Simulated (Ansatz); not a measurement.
A trial cell of Ga3AsP2, before relaxation:

```yaml
crystal:
  lattice:
    - [-1.91717, 1.91717, 8.13384]
    - [1.91717, -1.91717, 8.13384]
    - [1.91717, 1.91717, -8.13384]
  atoms:
    - { symbol: Ga, position: [0.83333, 0.83333, 0.00000] }
    - { symbol: Ga, position: [0.50000, 0.50000, 0.00000] }
    - { symbol: Ga, position: [0.16667, 0.16667, 0.00000] }
    - { symbol: P, position: [0.41667, 0.91667, 0.50000] }
    - { symbol: P, position: [0.08333, 0.58333, 0.50000] }
    - { symbol: As, position: [0.75000, 0.25000, 0.50000] }
```

Method: DFT PBE, scalar-relativistic, plane waves, PAW in Ansatz. Cutoff 420 eV, Gaussian smearing, Γ-centred meshes. Cell and atoms relax first on a coarse mesh and then on a converged one. In between, the cell is made exact in the group found at 0.06 Å. The steps can't lower the symmetry of their start. No spin polarisation.

A guess keeps its type if space group and coordination stay and the shape of the cell changes little (axis ratios within about 15 %, angles within 6°); the volume may change.

**Question.** Does it keep its structure type, or change into something else?

**Answer.** It keeps its type. The symmetry stays I-4m2 (No. 119). The volume per atom grows by 9.2 %, from 19.9 to 21.8 Å³. The shortest distance goes from 2.35 Å (Ga–As and Ga–P) to 2.40 Å (Ga–P). The ratio c/a of the conventional cell changes by a factor of 1.00. Counting neighbours within 15 % of an atom's shortest distance, the start has As 4, Ga 4, P 4 and the end As 4, Ga 4, P 4.

The last run used a 10×10×10 mesh for its 6-atom cell and Gaussian smearing of 0.02 eV. A structure relaxed within its symmetry needn't be a true minimum.
